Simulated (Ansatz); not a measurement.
Consider the following.

MgO:
```cif
data_Mg2O2
_chemical_formula_sum 'Mg2 O2'
_space_group_name_H-M_alt 'P 1'
_space_group_IT_number 1
_cell_length_a 3.49395
_cell_length_b 3.49395
_cell_length_c 4.19404
_cell_angle_alpha 90.000
_cell_angle_beta 90.000
_cell_angle_gamma 120.000
loop_
_space_group_symop_operation_xyz
  'x, y, z'
loop_
_atom_site_label
_atom_site_type_symbol
_atom_site_fract_x
_atom_site_fract_y
_atom_site_fract_z
_atom_site_occupancy
Mg1 Mg 0.66667 0.33333 0.75000 1
Mg2 Mg 0.33333 0.66667 0.25000 1
O1 O 0.66667 0.33333 0.25000 1
O2 O 0.33333 0.66667 0.75000 1
```

This is the PBEsol-relaxed structure.

Q: All from DFT-PBEsol in the program Ansatz with PAW potentials, unless another level is named. Predict the band gap.

A: 3.27 eV (direct).

Q: Next, the electron effective mass?

A: 0.33, 0.33, 0.37 mₑ (principal values).

Q: And the formation energy from the elements (no fitted shifts)?

A: -2.67 eV/atom.

Space group P6_3/mmc. The first step of the workflow began from a Materials Project structure, measured or hypothetical; the Crystallography Open Database copy checked does not list it. It is not the phase usual at ambient conditions (space group No. 225). The cell was relaxed with PBEsol under the symmetry of its start; phonons on a q-mesh show no instability. The references are the lowest solids computed at this level, not always the standard phases (solids in place of the gases).

Potentials: the later of the program's two PAW sets.
